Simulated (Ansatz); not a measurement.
**Question.** Y (diamond, Fd-3m) is relaxed with the program Ansatz at the PBE level (PAW). What lattice parameters of the conventional cell result?

**Answer.** a = 7.042 Å.

The start of the workflow was typed in or built on a structure type; neither database checked (COD, Materials Project) lists it. It is not the phase usual at ambient conditions (space group No. 194). The PBE relaxation kept the symmetry of its start; whether a distortion lowers the energy is not shown. No spin polarisation was allowed. The volume moved by -17 % from the start of the relaxation.

Potentials: the later of the program's two PAW sets.
